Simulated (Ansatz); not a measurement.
# Pt: energy along a strain

Pt, P6_3/mmc, a = 2.761 Å, c = 4.792 Å (as given, not relaxed at this level: -6.4 GPa). This isn't the element's structure at ambient conditions. Ansatz: r2SCAN, PAW, 500 eV, Γ-centred 18×18×10 mesh on 2 atoms, Gaussian smearing 0.15 eV; no spin polarisation. Cell vectors (Å): 2.761 0.000 0.000; -1.380 2.391 0.000; 0.000 0.000 4.792. The cell is strained by x per cent times the pattern (1 -1 0 0 0 0) in the order xx yy zz yz xz xy (engineering shears), with fractional coordinates held. y is the free energy over the start, V0 = 15.815 Å³/atom. Points with a strain past 8.5 % were computed too (3) and aren't used here.

| x (%) | y (meV/atom) |
| --- | --- |
| -7.50 | ? |
| -5.00 | 58.33 |
| -2.50 | 13.76 |
| 0.00 | 0.00 |
| 2.50 | 11.51 |
| 5.00 | 40.46 |
| 7.50 | 79.13 |

Question: Fit y = c1 x + c2 x² + c3 x³ to the other rows, get the stiffness along the pattern, and predict the missing energy.

Answer: Least squares on the rows shown. y = 0.12127 x + 1.9749 x² − 0.077701 x³. The clamped-ion stiffness p·C·p = 2 × 19.75 eV × 160.2 / 15.815 Å³ = 400 GPa (second derivative at the start, which stands under stress). At x = -7.50 the fit asked for gives 142.96 meV/atom. The run gave 138.46 meV/atom, so the fit is 4.50 meV/atom too high, 3.3 % of the span of the series, against an rms of 0.26 meV/atom on the fitted rows. The row lies outside the fitted range. With a term in x⁴ added, a fit to the same known rows predicts 138.70 meV/atom, so most of the miss is curvature that the known rows already hold.

Spin–orbit coupling is left out, which can shift energies with elements as heavy as these.